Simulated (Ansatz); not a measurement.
Values for one crystal, relaxed and computed with the program Ansatz at the LDA level (PAW); other levels are named.

```yaml
volume_per_atom: 19.18 Å³
band_gap: 1.00 eV (indirect)
smallest_direct_gap_on_the_standard_path: 1.18 eV
Highest zone-centre frequency (without LO–TO term): 11.78 THz
electron_effective_mass: 0.26, 0.26, 0.97 mₑ (principal values)
valence_band_maximum: at Γ
mechanical_stability: stable (all eigenvalues of C positive)
```

Task: Which of these materials gives this?
(A) ZnS, P3m1 (Pearson symbol hP16)
(B) ZnGeP2, chalcopyrite
(C) MgZnO2, R-3m (Mg on 3a, Zn on 3b, O on 6c)
(D) ZnAgF3, cubic perovskite

Result: B, ZnGeP2, chalcopyrite

Space group I-42d (chalcopyrite). The cell was relaxed with LDA under the symmetry of its start. Scalar-relativistic: spin–orbit coupling is off unless named, which matters more the heavier the elements.

Potentials: the later of the program's two PAW sets.
